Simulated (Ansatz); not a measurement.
Relaxed-ion elastic tensor of MgO in space group P3m1 (No. 156; Pearson symbol hP12) in GPa (Voigt order), the program Ansatz at the PBEsol level (PAW); density 2.80 g/cm³, 11.93 Å³ per atom.

```json
[
 {"": "1", "1": "188", "2": "102", "3": "81.5", "4": "0.0", "5": "0.0", "6": "0.0"},
 {"": "2", "1": "102", "2": "188", "3": "81.5", "4": "0.0", "5": "0.0", "6": "0.0"},
 {"": "3", "1": "81.5", "2": "81.5", "3": "171", "4": "0.0", "5": "0.0", "6": "0.0"},
 {"": "4", "1": "0.0", "2": "0.0", "3": "0.0", "4": "49.1", "5": "0.0", "6": "0.0"},
 {"": "5", "1": "0.0", "2": "0.0", "3": "0.0", "4": "0.0", "5": "49.1", "6": "0.0"},
 {"": "6", "1": "0.0", "2": "0.0", "3": "0.0", "4": "0.0", "5": "0.0", "6": "43.3"}
]
```

Task: Is the crystal mechanically stable?

Result: Yes: the smallest eigenvalue of C is 43.3 GPa.

Task: Work out the Voigt, Reuss and Hill averages.

Result: K_V = 120, K_R = 119, K_H = 119; G_V = 47.2, G_R = 46.9, G_H = 47.0 GPa.

Task: Give Young's modulus, Poisson's ratio, Pugh's ratio and the universal anisotropy index.

Result: E = 9KG/(3K + G) = 125 GPa; ν = 0.33; K/G = 2.53 (ductile by the Pugh limit of 1.75); A_U = 5G_V/G_R + K_V/K_R − 6 = 0.04.

Task: Estimate the sound speeds and the Debye temperature.

Result: v_l = √((K + 4G/3)/ρ) = 8060 m/s, v_t = √(G/ρ) = 4100 m/s, mean 4590 m/s; Θ = (h/k)(3n/4πV)^(1/3) v_m = 598 K.

Task: Solve the Christoffel equation for the three sound speeds along x, y, z.

Result: Eigenvalues of C_ijkl n_j n_l equal ρv² (piezoelectric stiffening left out). In km/s, slowest first: x 3.93, 4.18, 8.20; y 3.93, 4.18, 8.20; z 4.18, 4.18, 7.82.

Task: How much does each axis shrink under pressure?

Result: Linear compressibilities β_i = Σ_j S_ij (j = 1 to 3): x 2.5, y 2.5, z 3.5 per TPa.

The first step of the workflow began from a Materials Project structure, measured or hypothetical; the Crystallography Open Database copy checked does not list it. It is not the phase usual at ambient conditions (space group No. 225). Symmetry was held in the PBEsol relaxation; whether a distortion lowers the energy is not shown.

Potentials: the later of the program's two PAW sets.
